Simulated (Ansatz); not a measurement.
A geometry of ZnSnN2 away from equilibrium: step 3 of the relaxation of a relaxed ZnSnN2 cell displaced along its unstable phonon at q = (½, ½, 0) of its primitive reciprocal cell (490i cm⁻¹), largest move 0.15 Å. All values below come from PBE (plane waves to 420 eV, PAW, scalar-relativistic; Ansatz, an electronic-structure program). Γ-centred k-mesh 8×8×10 on the run's cell (coarser than for final values), Fermi–Dirac smearing 0.05 eV.

```
ZnSnN2
1.0
    8.27270     0.00000     0.00000
    4.13635     4.13635     0.00000
    0.00000     0.00000     3.17962
Zn Sn N
2 2 4
Direct
  0.00000   0.50000   0.50000
  0.50000   0.50000   0.50000
  0.00000   0.00000   0.00000
  0.50000   0.00000   0.00000
  0.81508   0.50000   0.00000
  0.18492   0.50000   0.00000
  0.31508   0.86984   0.00000
  0.68492   0.13016   0.00000
```

Which atoms carry the largest force, and which way does it point?

1.12 eV/Å, on N5, N6, N7, N8 (atoms numbered as listed); on N8 its components are (0.00, 1.12, 0.00).

What is the pressure?

-1.8 GPa, compression positive.

How much energy per atom can still be gained by relaxing?

0.06 eV/atom; the path ends in P4/mbm (No. 127).

No spin polarisation in the result.

The run could not lose the symmetry of its start, so the end can be a saddle point.

The end of the path is a generated cell of ZnSnN2: the first start was made by placing the elements on the sites of a structure type, and the end was not matched to a known phase here, so it may be hypothetical.
